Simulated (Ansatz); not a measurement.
A generator proposed this cell of GaGeO.

Space group Pmmm (No. 47). a = 3.493 Å, b = 3.517 Å, c = 3.544 Å, α = 90.00°, β = 90.00°, γ = 90.00°
```
atom  site  symmetry       x       y       z
  Ga    1h       mmm  0.5000  0.5000  0.5000
  Ge    1f       mmm  0.5000  0.5000  0.0000
   O    1a       mmm  0.0000  0.0000  0.0000
```

All numbers below come from Ansatz, DFT PBE, scalar-relativistic, plane waves, PAW. Plane waves to 420 eV, a k mesh through Γ of 6×6×6 on the computed 3-atom cell and Gaussian smearing (0.10 eV); no spin polarisation.

The zero of energy is the elements' standard structures at the same level (O₂ as a molecule); no fitted shifts are applied.

Question: What does a single point on this coarse mesh give?

Answer: The pressure is 77.6 GPa (the mean over three directions, positive in compression), the largest force is 0.00 eV/Å (symmetry fixes the atoms), and the energy is +2.76 eV/atom against the elements. The shortest distance is 1.77 Å.

Question: How much does it gain on relaxing, and where does it end?

Answer: Relaxing gains about 3.1 eV/atom (the start's value is from the coarse mesh, so the gain is rough) in 24 ionic steps and ends at −0.31 eV/atom on the finer mesh. The symmetry goes from Pmmm (No. 47) to P4/mmm (No. 123). The volume per atom grows by 12.4 %, from 14.5 to 16.3 Å³. The shortest distance goes from 1.77 Å (Ga–Ge) to 2.14 Å (Ge–O). Conventional cell: a = 3.028 Å, c = 5.334 Å. Ga has 2 Ge at 2.67 Å, 4 Ga at 3.03 Å and 8 O at 3.42 Å; Ge is surrounded by 4 O at 2.14 Å and 2 Ga at 2.67 Å; O has 4 Ge at 2.14 Å, 4 O at 3.03 Å and 8 Ga at 3.42 Å.

The last run used a 16×16×10 mesh (in the run's order of axes) for its 3-atom cell and Gaussian smearing of 0.10 eV. An odd number of electrons in the primitive cell allows no gap without spin; a larger cell or a magnetic state could open one. The relaxation can't lower the symmetry of the start. Symmetry constrained the relaxation, so the result can be a saddle point. Another cell of GaGeO relaxed alike, in P4/mmm, lies 146 meV/atom lower, so this cell isn't the stable form at this level.
